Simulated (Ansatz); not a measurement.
Ta (bcc, W type)

```
Ta
1.0
   -3.31974     3.31974     3.31974
    1.65987    -1.65987     1.65987
    1.65987     1.65987    -1.65987
Ta
2
Direct
  0.00000   0.00000   0.00000
  0.50000   0.00000   0.00000
```

A phonon eigenvector at N = (0.5, 0.0, 0.0) is frozen into this cell: atom i moves by Q times the vector below, so Q is the largest atomic displacement, in Å. The cell is held. (q is in reciprocal vectors of the primitive cell; the cell shown is doubled to hold the pattern.)

```json
[
 {"atom": "Ta1", "x": "0.000", "y": "0.707", "z": "-0.707"},
 {"atom": "Ta2", "x": "0.000", "y": "-0.707", "z": "0.707"}
]
```

These are PBE (plane waves to 420 eV, PAW, scalar-relativistic; Ansatz, a program for electronic structure) values and carry that method's errors. k mesh 10×20×20 (Γ-centred), Fermi-Dirac smearing 0.05 eV. Energies are smeared free energies. With partly filled bands, energies and forces of such displacements shift with the k mesh and the smearing. Spin-orbit coupling is left out, though Ta is heavy. Ta is run without spin polarisation. Ta was relaxed with its symmetry unable to fall. The PAW data are Ansatz's earlier set. The zero of ΔE is the undisplaced structure. The last digit holds for this mesh only.

| Q (Å) | ΔE (meV/cell) |
|---|---|
| -0.2800 | 356.5 |
| -0.2333 | 257.1 |
| -0.1867 | 170.1 |
| -0.1400 | 99.5 |
| -0.0933 | withheld |
| -0.0467 | 11.4 |
| 0.0000 | 0.0 |
| 0.0467 | 11.4 |
| 0.0933 | withheld |
| 0.1400 | 99.5 |
| 0.1867 | 170.1 |
| 0.2333 | 257.1 |
| 0.2800 | 356.5 |

Task: Fit an even polynomial form (powers 2, 4, 6) to the given rows and predict ΔE at Q = -0.0933.

Result: Least squares on the 11 given rows: ΔE = (5291)·Q² + (-12880)·Q⁴ + (43260)·Q⁶, in meV/cell with Q in Å; root-mean-square residual 0.31 meV/cell. At -0.0933 the fit gives 45.1 meV/cell; the calculation gives 45.3 meV/cell, so the interpolation is off by -0.2 (-0.4 %). The quadratic term alone would give 46.1 meV/cell.

(A displaced cell: forces are minus the slopes of the energy, force constants its curvatures, and phonons follow from these.)
